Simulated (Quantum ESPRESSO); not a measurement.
# Nb2Al2TaMo2In: different elements on one site, starting from this cell

Simulated, not a measurement. The program is pw.x of Quantum ESPRESSO 7.5 (plane-wave density functional theory). The cell is made up: eight metal atoms on a face-centred cubic lattice, with elements, volume, strain and displacements drawn at random and not relaxed, so it may be unstable or far from any real phase. PseudoDojo standard norm-conserving files set the functional (PBE unless stated); there is no spin polarisation or spin-orbit coupling, the Fermi-Dirac width of 0.25 eV means electrons at about 2900 K, and the masses in the input are unused placeholders. The copper pseudopotential is less sure than most, with forces differing by about three percent and pressure by about two GPa from a second method on plain copper. Heavy elements are run without spin-orbit coupling, which real alloys of them have. A spin test at this wide smearing found no moment, but such smearing suppresses magnetism that the real alloy may have.

The runs put different elements on site 7. Cell, positions, cutoff, mesh and smearing stay as in the input of run 1; sites are counted in its order. Stress in the tables is positive in tension.

Input of run 1:

```
&control calculation='scf', pseudo_dir='./dojo.nc.sr.pbe.v0_5.standard.upf', outdir='./o', disk_io='minimal', tprnfor=.true., tstress=.true. /
&system ibrav=0, nat=8, ntyp=5, nbnd=59, ecutwfc=92.02030273, nosym=.true., tot_charge=0,
 occupations='smearing', smearing='fd', degauss=0.0183746611
/
&electrons conv_thr=1.470e-08, electron_maxstep=70, mixing_beta=0.5 /
ATOMIC_SPECIES
Al 1.0 Al.upf
In 1.0 In.upf
Mo 1.0 Mo.upf
Nb 1.0 Nb.upf
Ta 1.0 Ta.upf
CELL_PARAMETERS angstrom
-3.9606 0.0356 -0.0296
0.0652 -4.1258 4.0313
-0.0386 6.1227 1.9496
ATOMIC_POSITIONS angstrom
Nb -0.0867 -0.0489 -0.0954
Al 0.0881 2.0162 1.9656
Ta 0.0115 -2.3581 2.0957
Al 0.1029 -0.0883 4.0843
Nb -1.8641 4.0599 1.9306
Mo -2.0748 -0.0399 2.0297
In -2.1162 2.1802 3.9174
Mo -1.8338 -2.1282 3.7962
K_POINTS automatic
6 5 4 1 1 1
```

| run | elements on sites 1 to 8 | -TS (eV) | pressure (GPa) | stress xx (GPa) | stress yy (GPa) | stress zz (GPa) | stress yz (GPa) | stress xz (GPa) | stress xy (GPa) | iterations |
| --- | --- | --- | --- | --- | --- | --- | --- | --- | --- | --- |
| 1 | Nb Al Ta Al Nb Mo In Mo | -1.274 | 22.09 | -23.28 | -24.06 | -18.95 | -2.15 | 2.76 | 2.20 | 14 |
| 2 | Nb Al Ta Al Nb Mo Cu Mo | -1.394 | 7.17 | -6.06 | -8.60 | -6.84 | -0.94 | 3.10 | 1.58 | 18 |
| 3 | Nb Al Ta Al Nb Mo Pd Mo | -1.403 | 12.54 | -11.01 | -14.13 | -12.46 | -1.18 | 3.00 | 1.53 | 18 |
| 4 | Nb Al Ta Al Nb Mo Zn Mo | -1.330 | 10.04 | -9.72 | -11.66 | -8.73 | -1.31 | 2.97 | 1.77 | 16 |
| 5 | Nb Al Ta Al Nb Mo Al Mo | -1.291 | 11.69 | -11.97 | -13.44 | -9.66 | -1.35 | 2.63 | 1.77 | 14 |

Forces Fx Fy Fz (eV/Å):

```
site              run 1              run 2              run 3              run 4              run 5
   1    0.51 -0.92 3.47    0.80 -0.82 2.20    0.68 -0.96 2.95    0.77 -0.78 2.34    0.79 -0.74 2.36
   2  -0.76 -0.96 -1.66  -0.41 -0.93 -0.53  -0.49 -0.99 -0.82  -0.49 -0.92 -0.78  -0.56 -0.93 -0.86
   3   -0.63 6.66 -1.17    0.30 3.36 -1.50    0.14 4.30 -1.59    0.07 4.06 -1.36   -0.04 4.41 -1.29
   4  -0.21 -0.94 -1.29   0.01 -0.22 -1.30  -0.02 -0.39 -1.28  -0.05 -0.38 -1.31  -0.07 -0.37 -1.34
   5  -0.95 -0.47 -1.06  -1.10 -0.64 -0.26  -0.97 -0.23 -0.61  -1.09 -0.76 -0.42  -1.17 -0.89 -0.68
   6     0.71 0.48 0.08     0.78 0.78 0.28     0.77 0.56 0.11     0.76 0.75 0.26     0.71 0.88 0.39
   7   2.33 -5.72 -1.10   0.79 -2.34 -0.61   1.00 -3.81 -1.34   1.15 -2.87 -0.52   1.41 -3.30 -0.45
   8    -1.00 1.87 2.73    -1.17 0.80 1.73    -1.11 1.53 2.57    -1.13 0.89 1.79    -1.07 0.94 1.86
```

Energies are left out, as each element's file has its own zero. A rerun of one cell of this series at a higher cutoff and on a denser mesh moved values by no more than 0.002 eV in energy, 0.02 GPa in stress and 0.003 eV/Å in force, and a second program with other atomic files agreed on that cell to 2 % rms in force and 0.5 GPa in pressure.